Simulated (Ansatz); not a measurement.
**CdS with Sn replacing Cd: do the settings matter for the field gradients?**

Cell: a supercell of CdS (wurtzite type, P6_3mc) built from an entry of the Crystallography Open Database (COD), with all atoms left at the host's positions.

Space group P3m1 (No. 156); a = 8.3000, c = 13.4740 Å, γ = 120.00°.

```
site  Wyckoff  site symmetry       x       y       z
  Sn       1a            3m.  0.0000  0.0000  0.0000
 Cd2       1a            3m.  0.0000  0.0000  0.5000
 Cd3       3d            .m.  0.0000  0.5000  0.0000
 Cd4       3d            .m.  0.0000  0.5000  0.5000
 Cd9       3d            .m.  0.1667  0.8333  0.2500
Cd10       3d            .m.  0.1667  0.8333  0.7500
Cd15       1c            3m.  0.6667  0.3333  0.2500
Cd16       1c            3m.  0.6667  0.3333  0.7500
 S17       1a            3m.  0.0000  0.0000  0.1875
 S18       1a            3m.  0.0000  0.0000  0.6875
 S19       3d            .m.  0.0000  0.5000  0.1875
 S20       3d            .m.  0.0000  0.5000  0.6875
 S25       3d            .m.  0.1667  0.8333  0.4375
 S26       3d            .m.  0.1667  0.8333  0.9375
 S31       1c            3m.  0.6667  0.3333  0.4375
 S32       1c            3m.  0.6667  0.3333  0.9375
```

One atom of each set is listed.

Reference run. Computed with Ansatz: DFT, PBE, plane waves and PAW, scalar-relativistic, 420 eV cutoff, Γ-centred 3×3×2 k-points, Fermi–Dirac smearing 0.01 eV.

(1) The input is changed as follows: `kpoints.mp_grid.grid`: [3, 3, 2] → [4, 4, 3]; `hamiltonian.xc`: pbe → revpbe. What happens to V_zz (10²¹ V/m²) and η?

Answers

(1) 

```json
{"site": "Sn", "V_zz reference": "-0.069", "η reference": "0.00", "V_zz changed": "0.097", "η changed": "0.00"}
{"site": "Cd2", "V_zz reference": "-0.20", "η reference": "0.00", "V_zz changed": "-0.24", "η changed": "0.00"}
{"site": "Cd3", "V_zz reference": "1.08", "η reference": "0.64", "V_zz changed": "0.96", "η changed": "0.64"}
{"site": "Cd4", "V_zz reference": "-0.29", "η reference": "0.03", "V_zz changed": "-0.32", "η changed": "0.02"}
{"site": "Cd9", "V_zz reference": "-1.08", "η reference": "0.90", "V_zz changed": "-1.04", "η changed": "0.80"}
{"site": "Cd10", "V_zz reference": "0.55", "η reference": "0.39", "V_zz changed": "0.44", "η changed": "0.56"}
{"site": "Cd16", "V_zz reference": "-0.091", "η reference": "0.00", "V_zz changed": "-0.13", "η changed": "0.00"}
{"site": "S17", "V_zz reference": "0.14", "η reference": "0.00", "V_zz changed": "-0.19", "η changed": "0.00"}
{"site": "S19", "V_zz reference": "-0.23", "η reference": "0.99", "V_zz changed": "0.18", "η changed": "0.96"}
{"site": "S20", "V_zz reference": "-0.16", "η reference": "0.31", "V_zz changed": "-0.14", "η changed": "0.49"}
{"site": "S25", "V_zz reference": "0.40", "η reference": "0.11", "V_zz changed": "0.34", "η changed": "0.19"}
{"site": "S26", "V_zz reference": "-0.13", "η reference": "0.33", "V_zz changed": "-0.49", "η changed": "0.14"}
```

The largest change of V_zz along a kept axis is on S26, from -0.13 to -0.49. Where |V_zz| stays above 0.1 and the axes keep their order, η moves most on S26, from 0.33 to 0.14. V_zz changes sign on S17 (same axis), Sn (same axis). On S19 the largest principal value lies along another axis in the second run, so the two V_zz can't be compared directly. The table leaves out 4 of the 16 sites, with |V_zz| up to 0.72; their tensors move by 0.04 at most along any direction. The statements above cover all sites. SCF iterations: 14 and 12.

On the reference run: The run isn't spin-polarised, and a state with spin may lie lower. The defect repeats with the cell of 32 atoms, so it feels its images: sites between two images don't show the values beside a lone defect, and zeros or small values of η there can come from the images' arrangement. Cd and S carry a gradient in the pure host already, so the values there aren't the defect's effect alone. The defect cell has no gap above 0.1 eV on its mesh, so the values can hang on the smearing and the k-mesh. Without spin–orbit coupling (the program notes it for Cd and Sn) the gradients can shift somewhat, as the gap is small. The neighbours have not yet relaxed around the defect (largest force 1.3 eV/Å), so a real crystal will differ.
